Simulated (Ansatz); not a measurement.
AlNi₃ (Cu3Au type, Pm-3m) at seven volumes, PBEsol in the plane-wave PAW code Ansatz, scaled uniformly. One row is withheld.

```json
[
 {"V (Å³/atom)": "9.915", "P (GPa)": "23.77"},
 {"V (Å³/atom)": "10.242", "P (GPa)": "14.49"},
 {"V (Å³/atom)": "10.569", "P (GPa)": "6.63"},
 {"V (Å³/atom)": "10.896", "P (GPa)": "-0.01"},
 {"V (Å³/atom)": "11.223", "P (GPa)": "-5.64"},
 {"V (Å³/atom)": "11.550", "P (GPa)": "-10.39"},
 {"V (Å³/atom)": "11.877", "P (GPa)": "?"}
]
```

Fit the shown pressures and predict the withheld one.

P = (3/2)B₀(x^(7/2) − x^(5/2))[1 + (3/4)(B′ − 4)(x − 1)] with x = (V₀/V)^(2/3). Least squares on the six rows gives V₀ = 10.896 Å³/atom, B₀ = 203 GPa, B′ = 4.54. At V = 11.877, x = 0.9441 and P = -14.40 GPa. The run itself gave -14.41 GPa.

Symmetry was held in the PBEsol relaxation. Magnetic state: ferromagnetic, the only order run, not a proven ground state.

Potentials: the later of the program's two PAW sets.
